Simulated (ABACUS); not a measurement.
## A series of runs on MgZn3S4 (Pm, 8 atoms in the cell; from Materials Project mp-1221971, lattice scaled a little)

```yaml
crystal:
  lattice:
    - [6.35962, 0.00000, 0.00000]
    - [0.00000, 3.88338, 0.00000]
    - [-0.00531, 0.00000, 6.74342]
  atoms:
    - { symbol: Mg, position: [0.50040, 0.00000, 0.66650] }
    - { symbol: Zn, position: [0.49960, 0.50000, 0.16670] }
    - { symbol: Zn, position: [0.99930, 0.50000, 0.83650] }
    - { symbol: Zn, position: [0.99870, 0.00000, 0.32980] }
    - { symbol: S, position: [0.11300, 0.00000, 0.66540] }
    - { symbol: S, position: [0.12710, 0.50000, 0.16740] }
    - { symbol: S, position: [0.63030, 0.50000, 0.84350] }
    - { symbol: S, position: [0.62770, 0.00000, 0.32410] }
```

Base run A: ABACUS with LDA (PW92), PseudoDojo 0.4 standard norm-conserving LDA (tails mended) pseudopotentials, self-consistent single point.

Its settings: KPT = Gamma 2 3 2 0 0 0; basis_type = pw; dft_functional = PWLDA; ecutwfc = 84 Ry; smearing_method = fixed; potentials = PseudoDojo 0.4 standard norm-conserving LDA (tails mended); symmetry = 1; symmetry_prec = 1e-05; ks_solver = dav; scf_nmax = 100; scf_thr = 1.0e-09 Ry; mixing_type = broyden; mixing_beta = 0.7.

The structure comes from a collection of computed structures, made at another level of theory; the collection holds predicted forms beside known ones. Its lattice was then scaled.

ΔF is the free energy per atom less that of run A. 

A variant of run A gave: the free energy goes up by 7.3 meV/atom, the pressure goes from -4.74 to -5.28 GPa and the largest force goes from 0.166 to 0.208 eV/Å.

Task: Name the change that produced these shifts.
A. lattice vector c scaled by 1.02
B. lattice vector c scaled by 0.99
C. lattice vector c scaled by 0.98
D. lattice vector c scaled by 1.01

Result: D, lattice vector c scaled by 1.01. That run gave: ΔF (meV/atom) 7.3; pressure (GPa) -5.28; largest force (eV/Å) 0.208.

The base and the other variants:

```csv
change,ΔF (meV/atom),pressure (GPa),largest force (eV/Å)
base,0.00,-4.74,0.166
lattice vector c scaled by 0.98,-9.8,-3.51,0.260
lattice vector c scaled by 0.99,-5.7,-4.15,0.194
lattice vector c scaled by 1.02,16.0,-5.77,0.253
```

“Tails mended”: in these copies of the files the far tail of each local potential was reset to the Coulomb form.
